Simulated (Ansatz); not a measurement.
**Slab of CsCl AlCo (110), 3 layers**

The slab is cut from the CsCl crystal, which needn't be the stable phase, as relaxed on PAW files (11.61 Å³/atom), with 16 Å of vacuum and a dipole correction:

```yaml
crystal:
  lattice:
    - [2.85282, 0.00000, 0.00000]
    - [0.00000, 4.03450, 0.00000]
    - [0.00000, 0.00000, 20.03450]
  atoms:
    - { symbol: Co, position: [0.75000, 0.25000, 0.39931] }
    - { symbol: Al, position: [0.25000, 0.75000, 0.39931] }
    - { symbol: Co, position: [0.75000, 0.75000, 0.50000] }
    - { symbol: Al, position: [0.25000, 0.25000, 0.50000] }
    - { symbol: Co, position: [0.75000, 0.25000, 0.60069] }
    - { symbol: Al, position: [0.25000, 0.75000, 0.60069] }
```

Computed with Ansatz 0.2.0; functional PBE, scalar-relativistic. Settings: a Γ-centred 13×9×1 k mesh, Fermi–Dirac smearing of 0.1 eV, no spin polarisation. Methods: LAPW: all electrons, basis error target 1 meV/atom; PAW: frozen-core files, cutoff 420 eV.

The bulk energy comes from a cell in the slab's orientation on a 13×9×9 mesh. The surface energy is (E(slab) − N·E(bulk))/2A at zero smearing, the mean of both faces; thin slabs carry quantum-size effects.

Spin polarisation is left out, though a magnetic state may lie lower.

As cut, the LAPW slab lies 3.227 eV above 6 atoms of bulk. What surface energy is that?

Over two faces of 11.51 Å² it is 140.2 meV/Å², and times 16.02 J/m² per eV/Å² that gives γ = 2.246 J/m².

```tsv
method	γ as cut (J/m²)	γ relaxed (J/m²)	Φ as cut (eV)	Φ relaxed (eV)
LAPW	2.246	?	4.87	4.82
```

Fill in "γ relaxed (J/m²)" for the row "LAPW".

2.184.

How do the spacings between the planes relax?

From the bottom face up: d12 +0.1 % of 2.017 Å, d23 +0.1 % of 2.017 Å. The outer plane rumples by 0.155 Å.
